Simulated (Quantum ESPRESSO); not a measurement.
## Mg2GaFS3 (finding a planted mistake in a log)

Simulated, not a measurement. The program is pw.x of Quantum ESPRESSO 7.5 (plane-wave density functional theory). The cell is made up: 7 atoms on a zincblende/diamond lattice with one site empty, with randomly drawn elements, strain and displacements, not relaxed. PseudoDojo standard norm-conserving files (v0.5 for PBE, v0.4.1 for LDA and PBEsol) set the functional; there is no spin polarisation, spin-orbit coupling or dispersion term, and the masses in the input are unused placeholders.

Intended input:

```
&control calculation='scf', pseudo_dir='./dojo.nc.sr.pbe.v0_5.standard.upf', outdir='./o', disk_io='medium', tprnfor=.true., tstress=.true. /
&system ibrav=0, nat=7, ntyp=4, nbnd=35, ecutwfc=84.00895049, nosym=.true., tot_charge=0,
 occupations='smearing', smearing='fd', degauss=0.0018374661
/
&electrons conv_thr=7.350e-09, electron_maxstep=60, /
ATOMIC_SPECIES
F 1.0 F.upf
Ga 1.0 Ga.upf
Mg 1.0 Mg.upf
S 1.0 S.upf
CELL_PARAMETERS angstrom
5.2017 -0.0302 -0.0046
-0.0302 5.058 0.1021
-0.0046 0.1021 5.1869
ATOMIC_POSITIONS angstrom
Mg -0.0685 2.5271 2.6124
Mg 2.4433 -0.0627 2.5524
Ga 2.5142 2.5832 0.1818
F 1.2686 1.2364 1.3474
S 1.2438 3.8808 4.0051
S 3.9723 1.2774 3.8751
S 3.8758 3.836 1.431
K_POINTS automatic
4 4 4 1 1 1
```

The log is shortened where brackets say so; the opening notice, blank lines, dates and the lines on written files are dropped, and the path of the files is cut. It prints rydbergs, bohrs and kilobars, and counts compression as positive stress. Where no state is partly filled, the Fermi energy that it prints is only some level between the filled and the empty states on the mesh, and need not lie in the true gap.

Log of the intended run:

```
     Program PWSCF v.7.5
     Parallel version (MPI & OpenMP), running on       1 processor cores
     Number of MPI processes:                 1
     Threads/MPI process:                     1
     [start-up lines left out]
     bravais-lattice index     =            0
     lattice parameter (alat)  =       9.8300  a.u.
     unit-cell volume          =     920.5358 (a.u.)^3
     number of atoms/cell      =            7
     number of atomic types    =            4
     number of electrons       =        58.00
     number of Kohn-Sham states=           35
     kinetic-energy cutoff     =      84.0090  Ry
     charge density cutoff     =     336.0358  Ry
     scf convergence threshold =      7.3E-09
     mixing beta               =       0.7000
     number of iterations used =            8  plain     mixing
     Exchange-correlation= PBE
                           (   1   4   3   4   0   0   0)
     [axes and pseudopotential details left out]
   Cartesian axes
     site n.     atom                  positions (alat units)
         1        Mg     tau(   1) = (  -0.0131685   0.4858136   0.5022118  )
         2        Mg     tau(   2) = (   0.4697037  -0.0120535   0.4906773  )
         3        Ga     tau(   3) = (   0.4833336   0.4965983   0.0349495  )
         4        F      tau(   4) = (   0.2438776   0.2376874   0.2590262  )
         5        S      tau(   5) = (   0.2391100   0.7460509   0.7699465  )
         6        S      tau(   6) = (   0.7636410   0.2455693   0.7449551  )
         7        S      tau(   7) = (   0.7450897   0.7374385   0.2750976  )
     number of k points=    32  Fermi-Dirac smearing, width (Ry)=  0.0018
                       cart. coord. in units 2pi/alat
        k(    1) = (   0.1258472   0.1268226   0.1229740), wk =   0.0625000
        k(    2) = (   0.1260396   0.1217608   0.3737915), wk =   0.0625000
     [further k points left out]
     Dense  grid:    95779 G-vectors     FFT dimensions: (  60,  60,  60)
     Estimated max dynamical RAM per process >     120.00 MB
     Initial potential from superposition of free atoms
     starting charge      57.9956, renormalised to      58.0000
     Starting wfcs are   35 randomized atomic wfcs
     total cpu time spent up to now is        6.8 secs
     per-process dynamical memory:    85.8 Mb
     Self-consistent Calculation
     iteration #  1     ecut=    84.01 Ry     beta= 0.70
     Davidson diagonalization with overlap
     ethr =  1.00E-02,  avg # of iterations =  5.8
     total cpu time spent up to now is       25.8 secs
     total energy              =    -506.01778124 Ry
     estimated scf accuracy    <       0.61896462 Ry
     iteration #  2     ecut=    84.01 Ry     beta= 0.70
     Davidson diagonalization with overlap
     ethr =  1.07E-03,  avg # of iterations =  2.2
     total cpu time spent up to now is       45.1 secs
     total energy              =    -506.16270684 Ry
     estimated scf accuracy    <       0.39146295 Ry
     [iterations 3 to 8 left out]
     iteration #  9     ecut=    84.01 Ry     beta= 0.70
     Davidson diagonalization with overlap
     ethr =  2.85E-10,  avg # of iterations =  3.1
     total cpu time spent up to now is      183.7 secs
     total energy              =    -506.25627076 Ry
     estimated scf accuracy    <       0.00000004 Ry
     iteration # 10     ecut=    84.01 Ry     beta= 0.70
     Davidson diagonalization with overlap
     ethr =  6.12E-11,  avg # of iterations =  2.0
     total cpu time spent up to now is      202.6 secs
     End of self-consistent calculation
     [lines on levels left out]
     the Fermi energy is     5.8347 ev
!    total energy              =    -506.25627077 Ry
     estimated scf accuracy    <          1.9E-09 Ry
     smearing contrib. (-TS)   =      -0.00000000 Ry
     internal energy E=F+TS    =    -506.25627077 Ry
     The total energy is F=E-TS. E is the sum of the following terms:
     one-electron contribution =    -324.19155251 Ry
     hartree contribution      =     180.68720192 Ry
     xc contribution           =    -103.96716853 Ry
     ewald contribution        =    -258.78475166 Ry
     convergence has been achieved in  10 iterations
     Forces acting on atoms (cartesian axes, Ry/au):
     atom    1 type  3   force =     0.09509863   -0.01121821   -0.03727010
     atom    2 type  3   force =     0.03552878    0.11155729   -0.04497863
     atom    3 type  2   force =     0.04817278   -0.03675573   -0.05025955
     atom    4 type  1   force =     0.02313170    0.02932326    0.01564952
     atom    5 type  4   force =    -0.08285332   -0.05023608    0.09843790
     atom    6 type  4   force =    -0.10168432   -0.06229562    0.11422650
     atom    7 type  4   force =    -0.01739425    0.01962509   -0.09580564
     Total force =     0.300565     Total SCF correction =     0.000093
     Computing stress (Cartesian axis) and pressure
          total   stress  (Ry/bohr**3)                   (kbar)     P=       98.36
   0.00065906   0.00024118  -0.00019280           96.95       35.48      -28.36
   0.00024118   0.00072795  -0.00049319           35.48      107.09      -72.55
  -0.00019280  -0.00049319   0.00061888          -28.36      -72.55       91.04
     init_run     :      6.54s CPU      6.70s WALL (       1 calls)
     electrons    :    186.82s CPU    195.87s WALL (       1 calls)
     forces       :      2.93s CPU      2.98s WALL (       1 calls)
     stress       :     11.21s CPU     11.31s WALL (       1 calls)
     [timing details left out]
     PWSCF        :   3m27.70s CPU   3m37.74s WALL
     JOB DONE.
```

A second run was made from an input with one planted mistake. Its log:

```
     Program PWSCF v.7.5
     Parallel version (MPI & OpenMP), running on       1 processor cores
     Number of MPI processes:                 1
     Threads/MPI process:                     1
     [start-up lines left out]
     bravais-lattice index     =            0
     lattice parameter (alat)  =       9.8300  a.u.
     unit-cell volume          =     920.5358 (a.u.)^3
     number of atoms/cell      =            7
     number of atomic types    =            4
     number of electrons       =        58.00
     number of Kohn-Sham states=           53
     kinetic-energy cutoff     =      84.0090  Ry
     charge density cutoff     =     336.0358  Ry
     scf convergence threshold =      7.3E-09
     mixing beta               =       0.7000
     number of iterations used =            8  plain     mixing
     Exchange-correlation= PBE
                           (   1   4   3   4   0   0   0)
     [axes and pseudopotential details left out]
   Cartesian axes
     site n.     atom                  positions (alat units)
         1        Mg     tau(   1) = (  -0.0131685   0.4858136   0.5022118  )
         2        Mg     tau(   2) = (   0.4697037  -0.0120535   0.4906773  )
         3        Ga     tau(   3) = (   0.4833336   0.4965983   0.0349495  )
         4        F      tau(   4) = (   0.2438776   0.2376874   0.2590262  )
         5        S      tau(   5) = (   0.2391100   0.7460509   0.7699465  )
         6        S      tau(   6) = (   0.7636410   0.2455693   0.7449551  )
         7        S      tau(   7) = (   0.7450897   0.7374385   0.2750976  )
     number of k points=    32  Fermi-Dirac smearing, width (Ry)=  0.0228
                       cart. coord. in units 2pi/alat
        k(    1) = (   0.1258472   0.1268226   0.1229740), wk =   0.0625000
        k(    2) = (   0.1260396   0.1217608   0.3737915), wk =   0.0625000
     [further k points left out]
     Dense  grid:    95779 G-vectors     FFT dimensions: (  60,  60,  60)
     Estimated max dynamical RAM per process >     136.76 MB
     Initial potential from superposition of free atoms
     starting charge      57.9956, renormalised to      58.0000
     Starting wfcs are   35 randomized atomic wfcs +   18 random wfcs
     total cpu time spent up to now is       10.9 secs
     per-process dynamical memory:    72.2 Mb
     Self-consistent Calculation
     iteration #  1     ecut=    84.01 Ry     beta= 0.70
     Davidson diagonalization with overlap
     ethr =  1.00E-02,  avg # of iterations =  7.6
     total cpu time spent up to now is       59.1 secs
     total energy              =    -506.04106247 Ry
     estimated scf accuracy    <       0.60219915 Ry
     iteration #  2     ecut=    84.01 Ry     beta= 0.70
     Davidson diagonalization with overlap
     ethr =  1.04E-03,  avg # of iterations =  3.0
     total cpu time spent up to now is       87.2 secs
     total energy              =    -506.15836510 Ry
     estimated scf accuracy    <       0.39777080 Ry
     [iterations 3 to 8 left out]
     iteration #  9     ecut=    84.01 Ry     beta= 0.70
     Davidson diagonalization with overlap
     ethr =  4.69E-10,  avg # of iterations =  2.0
     total cpu time spent up to now is      273.4 secs
     total energy              =    -506.25948551 Ry
     estimated scf accuracy    <       0.00000004 Ry
     iteration # 10     ecut=    84.01 Ry     beta= 0.70
     Davidson diagonalization with overlap
     ethr =  7.40E-11,  avg # of iterations =  1.8
     total cpu time spent up to now is      304.8 secs
     End of self-consistent calculation
     [lines on levels left out]
     the Fermi energy is     5.8671 ev
!    total energy              =    -506.25948552 Ry
     estimated scf accuracy    <          3.0E-09 Ry
     smearing contrib. (-TS)   =      -0.01261900 Ry
     internal energy E=F+TS    =    -506.24686652 Ry
     The total energy is F=E-TS. E is the sum of the following terms:
     one-electron contribution =    -324.22638067 Ry
     hartree contribution      =     180.72645662 Ry
     xc contribution           =    -103.96219080 Ry
     ewald contribution        =    -258.78475166 Ry
     convergence has been achieved in  10 iterations
     Forces acting on atoms (cartesian axes, Ry/au):
     atom    1 type  3   force =     0.09756806   -0.01103771   -0.03898044
     atom    2 type  3   force =     0.03369382    0.11151333   -0.04657766
     atom    3 type  2   force =     0.04484916   -0.03791856   -0.04671962
     atom    4 type  1   force =     0.02124221    0.02705300    0.01767695
     atom    5 type  4   force =    -0.08304921   -0.04866372    0.09609914
     atom    6 type  4   force =    -0.10001365   -0.06243034    0.11255889
     atom    7 type  4   force =    -0.01429039    0.02148401   -0.09405725
     Total force =     0.297676     Total SCF correction =     0.000138
     Computing stress (Cartesian axis) and pressure
          total   stress  (Ry/bohr**3)                   (kbar)     P=      100.74
   0.00068030   0.00025264  -0.00019405          100.08       37.16      -28.55
   0.00025264   0.00073326  -0.00048470           37.16      107.87      -71.30
  -0.00019405  -0.00048470   0.00064087          -28.55      -71.30       94.27
     init_run     :      9.45s CPU     10.81s WALL (       1 calls)
     electrons    :    281.32s CPU    293.86s WALL (       1 calls)
     forces       :      5.02s CPU      5.10s WALL (       1 calls)
     stress       :     17.29s CPU     17.39s WALL (       1 calls)
     [timing details left out]
     PWSCF        :   5m13.28s CPU   5m27.60s WALL
     JOB DONE.
```

Question: what was wrong in the second input?

Answer: the smearing is too wide. The input lines that differ, file-writing options aside:

```
- &system ibrav=0, nat=7, ntyp=4, nbnd=35, ecutwfc=84.00895049, nosym=.true., tot_charge=0,
+ &system ibrav=0, nat=7, ntyp=4, nbnd=53, ecutwfc=84.00895049, nosym=.true., tot_charge=0,
-  occupations='smearing', smearing='fd', degauss=0.0018374661
+  occupations='smearing', smearing='fd', degauss=0.0227845797
```

```
                                            intended run  run with the mistake
                          free energy (eV)     -6887.967             -6888.011
                    smearing term -TS (eV)        0.0000               -0.1717
                            pressure (GPa)          9.84                 10.07
            largest force component (eV/Å)         2.937                 2.894
largest change of a force component (eV/Å)                               0.091
                                iterations            10                    10
```

For scale, a rerun of the intended cell at 1437 eV and a 6 x 6 x 6 mesh moved values by no more than 0.003 eV in energy, 0.02 GPa in stress and 0.006 eV/Å in force. The number of bands, nbnd, was set by rule from the electron count and the smearing, so it follows the mistake.